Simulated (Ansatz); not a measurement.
Method: DFT PBE, scalar-relativistic, plane waves, PAW (Ansatz 0.2.0). All cells share a 420 eV cutoff and Γ-centred k meshes spaced at most about 0.3 Å⁻¹ (about 0.25 or finer for metals, 2π included). No spin polarisation in the final relaxations.

These are static total energies at zero pressure.

Two forms of Ge3Te2S were relaxed alike.

A.

```
CELL_PARAMETERS angstrom
2.82953 -5.49954 0.00000
2.82953 5.49954 0.00000
0.00000 0.00000 5.86257
ATOMIC_POSITIONS crystal
Ge 0.50000 0.50000 0.00000
Ge 0.26732 0.73268 0.50000
Ge 0.73268 0.26732 0.50000
Te 0.00000 0.00000 0.50000
Te 0.00000 0.00000 0.00000
S 0.50000 0.50000 0.50000
```

B.

```
CELL_PARAMETERS angstrom
5.40893 0.00000 0.00000
-2.70446 4.68427 0.00000
0.00000 0.00000 5.76237
ATOMIC_POSITIONS crystal
Ge 0.33333 0.66667 0.00000
Ge 0.66667 0.33333 0.00000
Ge 0.00000 0.00000 0.50000
Te 0.33333 0.66667 0.50000
Te 0.66667 0.33333 0.50000
S 0.00000 0.00000 0.00000
```

Task: Which would you expect to be lower, and how large is the difference?

Result: B is lower, by 166 meV/atom. A has space group Cmmm (No. 65), 30.4 Å³/atom and no gap on its mesh; B has space group P6/mmm (No. 191), 24.3 Å³/atom and no gap. Counting Ge or Te atoms around S (for each partner element, those within 1.25 times its shortest distance or 1.15 times the sum of covalent radii, where it is the nearest in units of that sum or under 1.3; the shortest distance is added where it is long for a bond), A has S 6 and B has S 8 from 2.9 Å. A holds Te–Te chains (shortest 2.93 Å); in B the shortest Te–Te distance is 3.12 Å, near bonding range too. The denser one is the lower, and pressure would at first widen the difference. Even the lower one lies +0.27 eV/atom against the reference forms of the elements (uncorrected), so neither is stable at this level. In A, around Ge on a site of symmetry mmm lie 2 Te at 2.83 Å and 2 S at 2.93 Å; around Te on its first site lie 2 S at 2.83 Å, 2 Te at 2.93 Å and 2 Ge at 2.94 Å; S is surrounded by 2 Ge at 2.56 Å, 2 Te at 2.83 Å and 2 Ge at 2.93 Å; 2 more sites not described. In B, Ge on a site of symmetry -6m2 is surrounded by 2 Te at 2.88 Å, 3 S at 3.12 Å and 3 Ge at 3.12 Å; around Te lie 2 Ge at 2.88 Å, 3 Ge at 3.12 Å and 3 Te at 3.12 Å; around S lie 2 Ge at 2.88 Å and 6 Ge at 3.12 Å; 1 more site not described. Both come from invented guesses. A third cell relaxed alike, in P-4m2, lies 144 meV/atom below the lower of the two.

These runs have no spin–orbit coupling, which can matter for Te. Cells relaxed within their symmetry can be saddle points.
